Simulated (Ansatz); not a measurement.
YF3 (space group Pnma)

```yaml
crystal:
  lattice:
    - [6.33039, 0.00000, 0.00000]
    - [0.00000, 6.83929, 0.00000]
    - [0.00000, 0.00000, 4.36949]
  atoms:
    - { symbol: Y, position: [0.63092, 0.75000, 0.93865] }
    - { symbol: Y, position: [0.36908, 0.25000, 0.06135] }
    - { symbol: Y, position: [0.86908, 0.25000, 0.43865] }
    - { symbol: Y, position: [0.13092, 0.75000, 0.56135] }
    - { symbol: F, position: [0.16507, 0.43686, 0.37802] }
    - { symbol: F, position: [0.83493, 0.56314, 0.62198] }
    - { symbol: F, position: [0.33493, 0.56314, 0.87802] }
    - { symbol: F, position: [0.66507, 0.43686, 0.12198] }
    - { symbol: F, position: [0.66507, 0.06314, 0.12198] }
    - { symbol: F, position: [0.33493, 0.93686, 0.87802] }
    - { symbol: F, position: [0.83493, 0.93686, 0.62198] }
    - { symbol: F, position: [0.16507, 0.06314, 0.37802] }
    - { symbol: F, position: [0.52307, 0.25000, 0.58944] }
    - { symbol: F, position: [0.47693, 0.75000, 0.41056] }
    - { symbol: F, position: [0.97693, 0.75000, 0.08944] }
    - { symbol: F, position: [0.02307, 0.25000, 0.91056] }
```

The slice is a (100) plane (indices of the conventional cell) through the point (0.665, 0.063, 0.122) (fractional), spanned by u = [001] and v = [010] in vectors of this cell: u (4.37 Å) and v (6.84 Å, at 90° to u). It covers one period; positions are fractions (u, v).

Level of theory: PBEsol (plane waves to 420 eV, PAW, scalar-relativistic; Ansatz, a first-principles code). k mesh 4×4×6. Inside the PAW spheres the values are not all-electron values, and peaks at nuclei hang on which shells count as valence. YF3 is run without spin polarisation. YF3 was relaxed with its symmetry unable to fall.

Around which element is the density of the lowest conduction band (whole band as if filled, smooth part) largest on this plane?

Y. Mean over a disc round each atom, of radius 0.45 times the shortest bond: Y 0.039, F 0.003 e/Å³.

Around which element is the density of the highest valence band (whole band, smooth part) largest on this plane?

F. Mean over a disc round each atom, of radius 0.45 times the shortest bond: F 0.029, Y 0.000 e/Å³.

Predict the map of the valence electron density on the slice.


```
|8752001100257|
|5531012211135|
|3210012222233|
|3100011224554|
|4200111246776|
|5211111257777|
|5211111246777|
|4100011135666|
|2100011223443|
|4320012211234|
|7641011110246|
|9852000000258|
|9852000000258|
|7642111100146|
|4322233210023|
|2212234320001|
|2221233320012|
|5532122210135|
|8752111000257|
|9852000000258|
```
Scale: ten equal steps from -1.36 (start of '0') to 1.15 (end of '9'), in the order '0123456789'. Values: log₁₀ of the valence density in e/Å³. The map has 13 points along u (one character each, u = 0 at the left) and 20 along v (v = 0 in the bottom row). The scale is logarithmic, as a density can span decades between atoms and voids.
